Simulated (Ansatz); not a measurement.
All numbers below come from DFT PBE, scalar-relativistic, plane waves, PAW (Ansatz 0.2.0). All cells share a 420 eV cutoff and Γ-centred k meshes spaced at most about 0.3 Å⁻¹ (about 0.25 or finer for metals, 2π included). No spin polarisation in the final relaxations.

Temperature and zero-point effects are left out.

Compare these two cells of Bi3Te2S, each relaxed at this level.

A. Space group P4mm (No. 99), tetragonal, a = 5.363 Å, c = 9.115 Å. Bi on a site of symmetry 2mm has 2 S at 3.13 Å, 2 Bi at 3.19 Å, 2 Te at 3.23 Å and 4 Bi at 3.79 Å; Bi on a site of symmetry 4mm is surrounded by 4 Bi at 3.19 Å and 4 Te at 3.79 Å; around Te on its first site lie 1 S at 2.40 Å and 1 Te at 3.30 Å; Te on its second site has 4 Bi at 3.23 Å, 1 Te at 3.30 Å, 1 S at 3.42 Å and 4 Bi at 3.79 Å; around S lie 1 Te at 2.40 Å, 4 Bi at 3.13 Å and 1 Te at 3.42 Å.

B. Space group P-3m1 (No. 164), trigonal, a = 4.362 Å, c = 25.243 Å. Around Bi on its first site lie 3 S at 2.80 Å and 3 Te at 3.29 Å; Bi on its second site has 6 Te at 3.09–3.26 Å; Bi on its third site is surrounded by 3 Bi at 3.05 Å; around Te on its first site lie 6 Bi at 3.26–3.29 Å; S has 3 Bi at 2.80 Å; 1 more site not described.

Task: Which is lower in energy, and by how much?

Result: B is lower, by 0.39 eV/atom. A has space group P4mm (No. 99), 43.7 Å³/atom and no gap on its mesh; B has space group P-3m1 (No. 164), 34.7 Å³/atom and a gap of 0.10 eV. Counting S or Te atoms around Bi (for each partner element, those within 1.25 times its shortest distance or 1.15 times the sum of covalent radii, where it is the nearest in units of that sum or under 1.3; the shortest distance is added where it is long for a bond; a slash parts the counts of unlike sites), A has Bi 4/4 from 3.8 Å and B has Bi 3 from 3.8 Å/6. Origin: A was invented; B is a Materials Project cell, relaxed.

Weakly bound directions are ill-defined at this level, which has no dispersion term (P-3m1), and this can change margins and order among such cells. Spin–orbit coupling, which can matter for Bi and Te, is left out. Kohn–Sham gaps at this level usually fall short of measured ones. The missing spin–orbit coupling can work the other way here. In P4mm an odd number of electrons in the primitive cell allows no gap without spin; a larger cell or a magnetic state could open one. A magnetic state wasn't ruled out in cells without spin, among them P4mm. Cells relaxed within their symmetry can be saddle points.
